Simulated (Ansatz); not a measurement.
B2W:
Space group P6₃/mmc (No. 194); a = 3.0010 Å, b = 3.0010 Å, c = 13.9373 Å, α = 90.00°, β = 90.00°, γ = 120.00°

```
atom  site  symmetry       x       y       z
----  ----  --------  ------  ------  ------
B       4f       3m.  0.6667  0.3333  0.0234
B       2b      -6m2  0.0000  0.0000  0.2500
B       2d      -6m2  0.6667  0.3333  0.2500
W       4f       3m.  0.3333  0.6667  0.1355
```

Relaxed at zero pressure with PBEsol (plane waves, PAW; program Ansatz).

Task: The volume is raised by 3 % and shape and atoms relax at that volume. What pressure results, and how do the axes share the change?

Result: -9.3 GPa; a 1.1 %, b 1.1 %, c 0.8 %; the energy rises by 8 meV/atom.

Task: Give the new structure.

Result: 
Space group P6₃/mmc (No. 194); a = b = 3.034 Å, c = 14.047 Å, α = β = 90.00°, γ = 120.00°

```tsv
atom	site	symmetry	x	y	z
B	4f	3m.	0.6667	0.3333	0.0233
B	2b	-6m2	0.0000	0.0000	0.2500
B	2d	-6m2	0.6667	0.3333	0.2500
W	4f	3m.	0.3333	0.6667	0.1355
```

The phase is kept; no other phase was compared at this pressure.

Space group P6_3/mmc. The workflow started from a Materials Project entry (that database holds measured and hypothetical structures alike); the Crystallography Open Database files this formula in space group No. 194, but the cells were not matched. Whether it is the stable phase at ambient conditions was not checked. The PBEsol relaxation kept the symmetry of its start; its stability against distortions is not shown here. The run is not spin-polarised. Spin–orbit coupling is left out wherever it is not named.

Potentials: the later of the program's two PAW sets.
